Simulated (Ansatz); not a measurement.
## Profile along the Ta–O line in LaTaO4 (space group Cmc2_1)

LaTaO4 (space group Cmc2_1)

```yaml
crystal:
  lattice:
    - [1.97044, -7.33125, 0.00000]
    - [1.97044, 7.33125, 0.00000]
    - [0.00000, 0.00000, 5.60258]
  atoms:
    - { symbol: La, position: [0.82732, 0.17268, 0.16727] }
    - { symbol: La, position: [0.17268, 0.82732, 0.66727] }
    - { symbol: Ta, position: [0.58550, 0.41450, 0.21655] }
    - { symbol: Ta, position: [0.41450, 0.58550, 0.71655] }
    - { symbol: O, position: [0.91242, 0.08758, 0.75040] }
    - { symbol: O, position: [0.08758, 0.91242, 0.25040] }
    - { symbol: O, position: [0.46896, 0.53104, 0.06011] }
    - { symbol: O, position: [0.53104, 0.46896, 0.56011] }
    - { symbol: O, position: [0.69965, 0.30035, 0.42461] }
    - { symbol: O, position: [0.30035, 0.69965, 0.92461] }
    - { symbol: O, position: [0.66466, 0.33534, 0.94766] }
    - { symbol: O, position: [0.33534, 0.66466, 0.44766] }
```

Fields along a shortest Ta–O line of a (010) plane (1.98 Å), from Ta to O, interpolated on the slice's grid (step about 0.2 Å). Level of theory: PBEsol (plane waves to 420 eV, PAW, scalar-relativistic; Ansatz, an electronic-structure program). k mesh 7×7×5. Inside the PAW spheres the values are not all-electron values, and peaks at nuclei hang on which shells count as valence. LaTaO4 is run without spin polarisation. LaTaO4 was relaxed with its symmetry unable to fall. Spin-orbit coupling is left out, though Ta is heavy.

```
distance from Ta (Å)  valence electron density (e/Å³)  electron localisation function  density of the highest valence band (e/Å³)  density of the lowest conduction band (e/Å³)
--------------------  -------------------------------  ------------------------------  ------------------------------------------  --------------------------------------------
0.00                                             3.07                               x                                       0.000                                         0.001
0.20                                             3.88                               x                                       0.000                                         0.003
0.40                                             4.59                               x                                       0.001                                         0.010
0.59                                             3.51                            0.74                                       0.001                                         0.014
0.79                                             1.77                            0.48                                       0.001                                         0.011
0.99                                             0.91                            0.23                                       0.001                                         0.007
1.19                                             1.09                            0.57                                       0.001                                         0.006
1.39                                             2.20                            0.82                                       0.003                                         0.010
1.58                                             4.60                               x                                       0.005                                         0.014
1.78                                             6.88                               x                                       0.005                                         0.009
1.98                                             7.50                               x                                       0.006                                         0.005
```

x: too close to a nucleus for the ELF to mean much. Band densities are of whole bands, smooth part only.

Density on the Ta–O line (1.98 Å) at its density minimum, 1.0 Å from Ta: 0.86 e/Å³. ELF at that point: 0.2. Element round which the density of the highest valence band (whole band, smooth part) is largest on this plane: O.
